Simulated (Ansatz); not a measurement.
Problem. Name crystals whose computed values (DFT-r²SCAN in the program Ansatz with PAW potentials) fall in these windows: highest Γ mode, no LO–TO term (cm⁻¹) 230 to 340; B₀ by P(V) fit (GPa) 180 to 230.

Solution. 

```csv
crystal,"highest Γ mode, no LO–TO term (cm⁻¹)",B₀ by P(V) fit (GPa)
"AlRh, CsCl type",290,214
"Ni3Ge, Cu3Au type",297,215
"CuPt, R-3m (Cu on 3a, Pt on 3b)",238,217
```
Others may fit too.

Standing as an ambient phase not checked: AlRh, CsCl type; Ni3Ge, Cu3Au type; CuPt, R-3m (Cu on 3a, Pt on 3b). Perhaps ordered models of mixed-site phases: AlRh, CsCl type; CuPt, R-3m (Cu on 3a, Pt on 3b). All cells were relaxed under the symmetry of their starts (and spin orders); stability against distortions was not tested throughout. Rows with no word on spin ran without spin polarisation. Spin–orbit coupling is left out wherever it is not named.

Potentials: the later of the program's two PAW sets.
